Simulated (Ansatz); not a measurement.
Data:

BP:
```
CELL_PARAMETERS angstrom
      3.19078     0.00000     0.00000
     -1.59539     2.76329     0.00000
      0.00000     0.00000     5.29543
ATOMIC_POSITIONS crystal
  B  0.66667 0.33333 0.50043
  B  0.33333 0.66667 0.00043
  P  0.66667 0.33333 0.87457
  P  0.33333 0.66667 0.37457
```

This is the r²SCAN-relaxed structure. x, y and z are the axes in which the lattice vectors are written.

### Question
All from r²SCAN in the plane-wave PAW code Ansatz, unless another level is named. Estimate the electron effective mass.

### Answer
0.24, 0.42, 0.42 mₑ (principal values).

### Question
Predict the band gap.

### Answer
1.19 eV (indirect).

### Question
What about the hole effective mass, band 1 of 2 at the edge?

### Answer
0.54 along x, 0.54 along z (mₑ).

### Question
And the weight of the valence-edge state by species (Voronoi cells)?

### Answer
B 56 %, P 44 %.

### Question
And the valence-band maximum?

### Answer
at Γ.

### Question
What about the weight of the conduction-edge state by species (Voronoi cells)?

### Answer
P 53 %, B 47 %.

Space group P6_3mc (wurtzite). The first step of the workflow began from a Materials Project structure, measured or hypothetical; the Crystallography Open Database copy checked does not list it. It is not the phase usual at ambient conditions (space group No. 216). The r²SCAN relaxation kept the symmetry of its start; phonons on a q-mesh show no instability.

Potentials: the earlier of the program's two PAW sets.
